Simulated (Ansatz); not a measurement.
YN:
Space group P6₃/mmc (No. 194); a = b = 3.9895 Å, c = 4.8656 Å, α = β = 90.00°, γ = 120.00°

| atom | site | symmetry | x | y | z |
|---|---|---|---|---|---|
| Y | 2d | -6m2 | 0.6667 | 0.3333 | 0.2500 |
| N | 2c | -6m2 | 0.3333 | 0.6667 | 0.2500 |

Relaxed with PBEsol. DFT-PBEsol in the program Ansatz with PAW potentials gives a gap of 0.61 eV.

Question: What gap does HSE06 give on the same cell (Ansatz, PAW)?

Answer: 1.67 eV, 1.05 eV more. The hybrid was solved on a coarser mesh and at special points; the gap given is the minimum over both.

| k | v1 PBEsol | c1 PBEsol | v1 HSE06 | c1 HSE06 |
|---|---|---|---|---|
| Γ | 0.00 | 1.88 | ? | ? |
| A | -2.42 | 3.42 | ? | ? |
| K | -0.25 | 0.61 | -0.27 | 1.67 |
| H | -1.39 | 2.30 | -1.49 | 3.40 |
| M | -0.64 | 1.95 | ? | ? |
| L | -1.18 | 3.28 | ? | ? |

Question: Top valence (v1) and lowest conduction level (c1) in eV from each method's valence maximum (which need not be a listed point): supply the withheld HSE06 values.

Answer: 
- L, v1 HSE06: -1.27
- L, c1 HSE06: 4.43
- A, v1 HSE06: -2.60
- A, c1 HSE06: 4.51
- Γ, v1 HSE06: 0.00
- Γ, c1 HSE06: 2.89
- M, v1 HSE06: -0.67
- M, c1 HSE06: 3.14

Cost on shared cores: the PBEsol run (SCF on a 8×8×6 mesh, then bands and DOS) very roughly 19 core-seconds, the HSE06 run (SCF on 6×6×4, then a few points) about 2.7 core-minutes (a rough figure); the tasks are unlike.

Space group P6_3/mmc. The first step of the workflow began from a Materials Project structure, measured or hypothetical; the Crystallography Open Database copy checked does not list it. COD files the formula under space group No. 225. Whether it is the stable phase at ambient conditions was not checked. The PBEsol relaxation kept the symmetry of its start; its stability against distortions is not shown here. The run is not spin-polarised. Spin–orbit coupling is left out wherever it is not named.

Potentials: the later of the program's two PAW sets.
